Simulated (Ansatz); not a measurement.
A trial cell of Al3Sb2P, before relaxation:

```
Al Sb P
1.0
     2.11845   -7.11522    0.00000
     2.11845    7.11522    0.00000
     0.00000    0.00000    4.38427
Al Sb P
3 2 1
Cartesian
  2.1184 0.0000 2.1921
  2.1184 2.6326 0.0000
  2.1184 -2.6326 0.0000
  2.1184 5.3364 2.1921
  2.1184 -5.3364 2.1921
  0.0000 0.0000 0.0000
```

The calculation used Ansatz 0.2.0, DFT PBE, scalar-relativistic, plane waves, PAW. Cutoff 420 eV, Gaussian smearing, Γ-centred meshes. Cell and atoms relax first on a coarse mesh and then on a finer one. In between, the cell is made exact in the group found at 0.06 Å. In metals the finer mesh still leaves noise of several meV/atom or more. The steps can't lower the symmetry of their start. No spin polarisation.

A guess keeps its type if space group and coordination stay and the shape of the cell changes little (axis ratios within about 15 %, angles within 6°); the volume may change.

Task: Will the relaxed cell still be of the starting type?

Result: It doesn't keep its type. The symmetry stays Cmmm (No. 65). The volume per atom grows by 0.8 %, from 22.0 to 22.2 Å³. The shortest distance goes from 2.77 Å (Al–Sb) to 2.46 Å (Al–P). Counting neighbours within 15 % of an atom's shortest distance, the start has Al 6/8, P 8, Sb 8 and the end Al 4/6, P 4, Sb 8. In detail, at the end Al on a site of symmetry mmm has 4 P at 2.46 Å and 4 Sb at 3.25 Å; Sb is surrounded by 4 Al at 2.96 Å, 2 Al at 3.25 Å, 2 P at 3.29 Å and 4 Sb at 3.41–3.56 Å; P is surrounded by 4 Al at 2.46 Å and 4 Sb at 3.29 Å; 1 more site not described.

```xyz
6
Lattice="1.7030 -10.9780 0.0000 1.7030 10.9780 0.0000 0.0000 0.0000 3.5639" Properties=species:S:1:pos:R:3 pbc="T T T"
Al    1.7030    0.0000    1.7820
Al    1.7030    4.4074    0.0000
Al    1.7030   -4.4074    0.0000
Sb    1.7030    8.2109    1.7820
Sb    1.7030   -8.2109    1.7820
P     0.0000    0.0000    0.0000
```

Formation energies are uncorrected and refer to the elements' standard structures at the same level. The references include black phosphorus.

Task: At what energy does it end?

Result: +0.17 eV/atom. A positive value: parting into the elements would lower its energy.

The last run used a 12×12×10 mesh (in the run's order of axes) for its 6-atom cell and Gaussian smearing of 0.10 eV. Spin–orbit coupling, which can matter for Sb, is left out. The reference form of P is held partly by dispersion forces, which this level lacks. A structure relaxed within its symmetry needn't be a true minimum. Another cell of Al3Sb2P relaxed alike, in P4mm, lies 95 meV/atom lower, so this cell isn't the stable form at this level.

In counts of neighbours, a slash parts the counts of unlike sites.
